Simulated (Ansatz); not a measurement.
AgI:
```
CELL_PARAMETERS angstrom
      4.56021     0.00000     0.00000
     -2.28011     3.94926     0.00000
      0.00000     0.00000     7.45216
ATOMIC_POSITIONS crystal
  I  0.33333 0.66667 0.00253
  I  0.66667 0.33333 0.50253
  Ag 0.33333 0.66667 0.62747
  Ag 0.66667 0.33333 0.12747
```

Relaxed with PBEsol.

**Question.** Give the optical modes at the zone centre with their infrared activity from DFPT, plane-wave PAW PBEsol (Ansatz code).

**Answer.** Transverse frequencies, without the LO–TO term; a row sums one degenerate level.

| ω (cm⁻¹) | degeneracy | IR ((D/Å)²/amu) | activity | symmetry |
|---|---|---|---|---|
| 20 | 2 | 0.00 | IR-inactive | E2 |
| 78 | 1 | 0.00 | IR-inactive | B1 |
| 107 | 1 | 1.15 | IR | A1 |
| 108 | 2 | 2.14 | IR | E1 |
| 113 | 2 | 0.00 | IR-inactive | E2 |
| 124 | 1 | 0.00 | IR-inactive | B1 |

**Question.** How high does the top mode go among those that the LO–TO term moves?

**Answer.** 122 cm⁻¹ for q along x, 122 cm⁻¹ for q along y, 121 cm⁻¹ for q along z.

Space group P6_3mc (wurtzite). Symmetry was held in the PBEsol relaxation; of distortions, only those at the zone centre were tested. The run is not spin-polarised. Scalar-relativistic: spin–orbit coupling is off unless named, which matters more the heavier the elements.

Potentials: the later of the program's two PAW sets.
